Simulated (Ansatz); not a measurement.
TiC:
```xyz
2
Lattice="0.0000 2.1639 2.1639 2.1639 0.0000 2.1639 2.1639 2.1639 0.0000" Properties=species:S:1:pos:R:3 pbc="T T T"
C      0.0000     0.0000     0.0000
Ti     2.1639     2.1639     2.1639
```

Relaxed with r²SCAN. Special points in fractions of this cell's reciprocal vectors: Γ (0.000, 0.000, 0.000); X (0.500, 0.000, 0.500); U (0.625, 0.250, 0.625); K (0.375, 0.375, 0.750); L (0.500, 0.500, 0.500); W (0.500, 0.250, 0.750).

Problem. List the band energies nearest the Fermi level at these points for the program Ansatz at the r²SCAN level (PAW).

Solution. In eV from the Fermi level; about four levels below and three above (degenerate sets whole), none deeper than 8.9 eV; points with the same levels are listed once.

| k | below | above |
|---|---|---|
| Γ | – | 0.85 0.85 0.85 |
| X | -3.68 -1.53 -0.13 -0.13 | 2.76 3.76 3.76 |
| U | -3.64 -3.56 -1.91 | 1.60 3.37 4.07 |
| L | -6.11 -3.13 -3.13 | 3.13 3.13 4.37 |
| W | -3.32 -3.32 -2.93 | 2.99 2.99 3.76 |

Space group Fm-3m (rock salt). Symmetry was held in the r²SCAN relaxation. No spin polarisation was allowed.

Potentials: the later of the program's two PAW sets.
